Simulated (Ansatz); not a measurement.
Given:

BePd:
```
CELL_PARAMETERS angstrom
      2.79744     0.00000     0.00000
      0.00000     2.79744     0.00000
      0.00000     0.00000     2.79744
ATOMIC_POSITIONS crystal
  Be 0.00000 0.00000 0.00000
  Pd 0.50000 0.50000 0.50000
```

This is the PBEsol-relaxed structure.

### Question
All from PBEsol in the plane-wave PAW code Ansatz, unless another level is named. Give the formation energy from the elements (no fitted shifts).

### Answer
-0.62 eV/atom.

### Question
And the density of states at the Fermi level?

### Answer
0.50 states/eV per atom (mean over ±0.08 eV).

### Question
Give the gap with spin–orbit coupling.

### Answer
none (metallic).

Space group Pm-3m (CsCl type). The workflow started from a Materials Project entry (that database holds measured and hypothetical structures alike); the Crystallography Open Database files this formula in space group No. 221, but the cells were not matched. Its standing as an ambient phase is unchecked. The PBEsol relaxation kept the symmetry of its start; of distortions, only those at the zone centre were tested. No spin polarisation was allowed. The references are the lowest solids computed at this level, not always the standard phases. Spin–orbit coupling is left out wherever it is not named.

Potentials: the later of the program's two PAW sets.
